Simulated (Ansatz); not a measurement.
Lattice vibrations of Hf2C5 at Γ

Level of theory: DFT PBE, scalar-relativistic, plane waves, PAW (Ansatz). Settings: 420 eV plane-wave cutoff, Γ-centred 10×10×4 mesh, Gaussian smearing of 0.10 eV. No spin polarisation. Phonons by linear response, acoustic sum rule imposed.

The cell, relaxed at this level:
```yaml
crystal:
  lattice:
    - [2.41636, -2.33538, -0.00050]
    - [2.41636, 2.33538, -0.00050]
    - [-1.34455, 0.00000, 7.42253]
  atoms:
    - { symbol: Hf, position: [0.17000, 0.40209, 0.14468] }
    - { symbol: Hf, position: [0.59791, 0.83000, 0.85532] }
    - { symbol: C, position: [0.11118, 0.34232, 0.84945] }
    - { symbol: C, position: [0.65768, 0.88882, 0.15055] }
    - { symbol: C, position: [0.80655, 0.09666, 0.32362] }
    - { symbol: C, position: [0.90334, 0.19345, 0.67638] }
    - { symbol: C, position: [0.86234, 0.13766, 0.50000] }
```

The cell was found from a structure generator's guess, not taken from experiment. In a metal, frequencies depend on the k mesh and the smearing, soft modes most. Spin–orbit coupling is left out, which matters for heavy elements.

Problem. Is this structure stable against zone-centre distortions?

Solution. Yes, at Γ: no optical mode is imaginary. Strains and other wave vectors aren't tested by this run.

Problem. List the optical modes at Γ (i marks imaginary ones).

Solution.
```tsv
frequency (THz)	degeneracy
1.84	1
3.12	1
3.70	1
4.60	1
4.93	1
8.91	1
10.11	1
10.17	1
12.00	1
12.64	1
13.34	1
14.88	1
15.84	1
16.05	1
23.77	1
31.55	1
43.70	1
54.26	1
```
